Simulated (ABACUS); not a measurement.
Consider a self-consistent single point of CaP (P1, 12 atoms in the cell; from Materials Project mp-1345, changed as shown).

```yaml
crystal:
  lattice:
    - [7.65361, 0.00000, 0.00000]
    - [-3.82680, 6.62822, 0.00000]
    - [0.00000, 0.00000, 5.72148]
  atoms:
    - { symbol: Ca, position: [0.01104, 0.64575, 0.50994] }
    - { symbol: Ca, position: [0.63589, 0.99051, 0.49850] }
    - { symbol: Ca, position: [0.35328, 0.35435, 0.49433] }
    - { symbol: Ca, position: [0.99709, 0.30281, 0.99864] }
    - { symbol: Ca, position: [0.30674, 0.00930, 0.00222] }
    - { symbol: Ca, position: [0.68554, 0.69551, 0.01142] }
    - { symbol: P, position: [0.66460, 0.33379, 0.20576] }
    - { symbol: P, position: [0.67800, 0.33575, 0.78659] }
    - { symbol: P, position: [0.33922, 0.67412, 0.19973] }
    - { symbol: P, position: [0.32867, 0.66183, 0.80390] }
    - { symbol: P, position: [0.00208, 0.99305, 0.68840] }
    - { symbol: P, position: [0.99784, 0.00323, 0.30056] }
```

All values come from this method and carry its errors: LDA (PW92), PseudoDojo 0.4 standard norm-conserving LDA (tails mended) pseudopotentials (plane waves; ABACUS).

ABACUS settings:

* **KPT**: MP 3 3 3 0 0 0
* **basis_type**: pw
* **dft_functional**: PWLDA
* **ecutwfc**: 72 Ry
* **smearing_method**: fd
* **smearing_sigma**: 0.000734986 Ry
* **potentials**: PseudoDojo 0.4 standard norm-conserving LDA (tails mended)
* **symmetry**: 1
* **symmetry_prec**: 1e-05
* **ks_solver**: dav
* **scf_nmax**: 100
* **scf_thr**: 1.0e-09 Ry
* **mixing_type**: broyden

Q: Estimate, at this level of theory: pressure and largest force (vector length).

A: The run gave:

```
Property                            Value
-----------------------------  ----------
Pressure                        -3.82 GPa
Largest force (vector length)  0.638 eV/Å
```

For comparison: a first run was changed to give this one (atoms moved at random), and from it to this one the free energy rises by 10.8 meV/atom, the pressure stays near -3.82 GPa while the xx stress (positive for compression) goes from -3.89 to -3.58 GPa and the largest force goes from 0.215 to 0.638 eV/Å.

The structure comes from a collection of computed structures, made at another level of theory; the collection holds predicted forms beside known ones.

Cost on one core: roughly 6 core-minutes.

“Tails mended”: in these copies of the files the far tail of each local potential was reset to the Coulomb form.
